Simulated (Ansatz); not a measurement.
## Compressing PdSb: a fit and a missing row

PdSb, P6_3/mmc, a = 4.088 Å, c = 5.572 Å. The structure is a COD entry; whether it is the stable form wasn't checked. Ansatz: PBEsol, PAW, 420 eV, Γ-centred 12×12×8 mesh on 4 atoms, Gaussian smearing 0.10 eV; no spin polarisation. Shape and atoms are relaxed at each volume; pressure is positive in compression.

```
V (Å³/atom) P (GPa)
     17.740        ?
     18.345    14.61
     18.949     8.83
     19.554     4.01
     20.159     0.00
     20.764    -3.35
     21.368    -6.12
     22.175    -9.11
```

Task: Take V0 = 20.159 Å³/atom, fit the third-order Birch–Murnaghan form to the other rows, and predict the missing pressure.

Result: With the Eulerian strain f = ½[(V0/V)^(2/3) − 1] and y = P/[3f(1 + 2f)^(5/2)], the form is the line y = B0 + 1.5 B0 (B0′ − 4) f. Rows (f, y): 0.03244, 128.3; 0.02106, 126.1; 0.01026, 123.8; -0.00976, 120.2; -0.01904, 118.1; -0.03078, 115.6. Means f = 0.0006967, y = 122.02; Σ(Δf)² = 0.003003, ΣΔfΔy = 0.5979; the slope is their ratio. y = 121.9 + 199.1 f GPa, so B0 = 121.9 GPa and B0′ = 4 + 2 × (199.1)/(3 × 121.9) = 5.09. At V = 17.740, f = 0.04448, y = 130.76 and P = 21.59 GPa. The run gave 21.60 GPa, so the fit is 0.01 GPa too low, within twice the rms miss on the fitted rows (0.006 GPa).

Cost: 8 runs of about 4.8 core-minutes in all, on Arm Neoverse V2 (shared hosts).